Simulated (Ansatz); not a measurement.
## Structure relaxation, Rh

The start is a relaxed Rh cell, doubled along one cell vector, shaken by Gaussian noise of σ = 0.08 Å a coordinate. Cell shape, volume and atoms are optimised at zero target pressure with PBE (plane waves to 420 eV, PAW, scalar-relativistic; Ansatz, an electronic-structure program). The first steps use a coarse 7×14×14 k-mesh.

Input geometry:
```yaml
crystal:
  lattice:
    - [0.00000, 4.57448, 9.66277]
    - [1.34089, 0.00000, 4.83138]
    - [1.34089, 2.28724, 0.00000]
  atoms:
    - { symbol: Rh, position: [0.04932, 0.16071, 0.85317] }
    - { symbol: Rh, position: [0.56697, 0.10223, 0.90337] }
    - { symbol: Rh, position: [0.47826, 0.80927, 0.09339] }
    - { symbol: Rh, position: [0.96705, 0.83066, 0.04983] }
```

Question: How large is the pressure on the unrelaxed cell, and of which sign?

Answer: +5.9 GPa (positive: the cell is compressed).

Question: How much energy is released per atom?

Answer: 0.25 eV/atom.

Question: How does the volume change?

Answer: -1.2 %, from 14.82 to 14.64 Å³/atom.

Question: Does it find its way back to the structure it was made from?

Answer: It does not go back: it reaches R-3m (No. 166), 0.12 eV/atom below the parent.

Question: Give the final cell and atomic positions.

Answer: 
Space group R-3m, hexagonal axes (No. 166); a = 2.6827 Å, b = 2.6827 Å, c = 14.0895 Å, α = 90.00°, β = 90.00°, γ = 120.00°

```csv
atom,site,symmetry,x,y,z
Rh,6c,3m,0.0000,0.0000,0.0884
```
(The calculation used a cell of 2 atoms; values per cell refer to that cell.)

Final values are on a 20×20×20 k-mesh of the relaxed cell. No spin polarisation in the result.

The relaxed structure here is a generated cell of Rh: the first start was made by placing the elements on the sites of a structure type, and the end was not matched to a known phase here, so it may be hypothetical. Known forms of Rh include space group No. 225.
